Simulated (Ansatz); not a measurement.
TiTe2:
```
CELL_PARAMETERS angstrom
      3.79289     0.00000     0.00000
     -1.89645     3.28474     0.00000
      0.00000     0.00000     6.64684
ATOMIC_POSITIONS crystal
  Ti 0.00000 0.00000 0.00000
  Te 0.33333 0.66667 0.25449
  Te 0.66667 0.33333 0.74551
```

Relaxed with r²SCAN+D4. Special points in fractions of this cell's reciprocal vectors: Γ (0.000, 0.000, 0.000); M (0.500, 0.000, 0.000); K (0.333, 0.333, 0.000); A (0.000, 0.000, 0.500); L (0.500, 0.000, 0.500); H (0.333, 0.333, 0.500).

**Question.** List the band energies nearest the Fermi level at these points for DFT-r²SCAN+D4 with spin–orbit coupling in the program Ansatz with PAW potentials.

**Answer.** In eV from the Fermi level; about four levels below and three above (degenerate sets whole), none deeper than 8.9 eV; points with the same levels are listed once.

```csv
k,below,above
Γ,-1.83 -1.83 -0.16 -0.16,0.38 0.38 0.38 0.38
M,-2.02 -2.02 -1.23 -1.23,0.07 0.07 1.17 1.17
K,-2.46 -2.46 -2.36 -2.36,1.06 1.06 1.40 1.40
A,-2.04 -2.04 -1.78 -1.78,0.35 0.35 0.37 0.37 0.38 0.38
L,-0.75 -0.75 -0.18 -0.18,1.17 1.17 1.53 1.53
H,-2.00 -2.00 -1.92 -1.92,1.06 1.06 1.07 1.07
```

Space group P-3m1 (CdI2 type). The r²SCAN+D4 relaxation kept the symmetry of its start; of distortions, only those at the zone centre were tested. The run is not spin-polarised.

Potentials: the later of the program's two PAW sets.
